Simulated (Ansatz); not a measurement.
TeW:
Space group P6₃/m (No. 176); a = 8.903 Å, b = 8.903 Å, c = 4.518 Å, α = 90.00°, β = 90.00°, γ = 120.00°

```json
[
 {"atom": "W", "site": "6h", "symmetry": "m..", "x": "0.1955", "y": "0.0546", "z": "0.2500"},
 {"atom": "Te", "site": "6h", "symmetry": "m..", "x": "0.2975", "y": "0.4133", "z": "0.2500"}
]
```

Relaxed at zero pressure with the program Ansatz at the PBE+D3(BJ) level (PAW).

Q: The volume is lowered by 9 % and shape and atoms relax at that volume. What pressure results, and how do the axes share the change?

A: 4.9 GPa; a -4.1 %, b -4.1 %, c -1.0 %; the energy rises by 31 meV/atom.

Q: Give the new structure.

A: 
Space group P6₃/m (No. 176); a = b = 8.5368 Å, c = 4.4716 Å, α = β = 90.00°, γ = 120.00°

| atom | site | symmetry | x | y | z |
|---|---|---|---|---|---|
| W | 6h | m.. | 0.2037 | 0.0554 | 0.2500 |
| Te | 6h | m.. | 0.3118 | 0.4255 | 0.2500 |

The phase is kept; no other phase was compared at this pressure.

Space group P6_3/m. The start of the workflow was typed in or built on a structure type; neither database checked (COD, Materials Project) lists it. Whether it is the stable phase at ambient conditions was not checked. The cell was relaxed with PBE+D3(BJ) under the symmetry of its start; its stability against distortions is not shown here. No spin polarisation was allowed. Scalar-relativistic: spin–orbit coupling is off unless named, which matters more the heavier the elements.

Potentials: the earlier of the program's two PAW sets.
